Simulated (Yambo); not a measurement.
```
SnS2
1.0
    3.67071     0.00000     0.00000
   -1.83535     3.17893     0.00000
    0.00000     0.00000     5.79932
S Sn
2 1
Direct
  0.33333   0.66667   0.25473
  0.66667   0.33333   0.74527
  0.00000   0.00000   0.00000
```

SnS₂ (CdI2 type, space group P-3m1, No. 164): mean Im ε in 1 eV windows above the direct gap of 2.64 eV, for different electron-hole kernels (Yambo, broadening 0.15 eV, norm-conserving PBE (stringent potentials; Quantum ESPRESSO, 102 Ry, scalar-relativistic) bands; 9×9×4 mesh, 5 valence and 4 conduction bands, static screening with 44 bands and a 4 Ry block, scissor 0.96 eV, Tamm-Dancoff; field along x).

```csv
window (eV),independent quasiparticles,RPA (no attraction),BSE
2.6 to 3.6,2.5,2.2,4.7
3.6 to 4.6,5.8,4.6,13
4.6 to 5.6,12,9.3,13
5.6 to 6.6,13,11,10
6.6 to 7.6,11,9.9,5.7
```

This run doesn't resolve bound excitons or single peaks, so only averages are given, and they too depend on the mesh; weight that the attraction moves below the gap isn't listed. All transitions below 7.82 eV are in the band window. The scissor comes from a G0W0 run whose convergence isn't established.

Spin-orbit splittings are left out.

Geometry relaxed with PBE+D3(BJ).
